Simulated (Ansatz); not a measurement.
A geometry of MgZn$_{2}$ away from equilibrium: step 2 of the relaxation of a generated cell, MgZn2 built in the AFLOW prototype AB2_hP3_164_a_d (C6, as in CdI2). The numbers are results of PBE (plane waves to 420 eV, PAW, scalar-relativistic; Ansatz, a program for electronic structure), not measurements. Γ-centred k-mesh 11×11×6 on the run's cell (coarser than for final values), Fermi–Dirac smearing 0.05 eV.

```
CELL_PARAMETERS angstrom
      3.35007     0.00000     0.00000
     -1.67504     2.90125     0.00000
      0.00000     0.00000     5.34467
ATOMIC_POSITIONS crystal
  Mg 0.00000 0.00000 0.00000
  Zn 0.33333 0.66667 0.28831
  Zn 0.66667 0.33333 0.71169
```

Question: Which atoms carry the largest force, and which way does it point?

Answer: 2.50 eV/Å, on Zn2, Zn3 (atoms numbered as listed); on Zn2 its components are (0.00, 0.00, 2.50).

Question: What is the pressure?

Answer: +12.3 GPa, compression positive.

Question: How much energy per atom can still be gained by relaxing?

Answer: 0.47 eV/atom; the path ends in P-3m1 (No. 164).

No spin polarisation in the result.

The run could not lose the symmetry of its start, so the end can be a saddle point.

The end of the path is a generated cell of MgZn2: the first start was made by placing the elements on the sites of a structure type, and the end was not matched to a known phase here, so it may be hypothetical. Known forms of MgZn2 include space group No. 194.
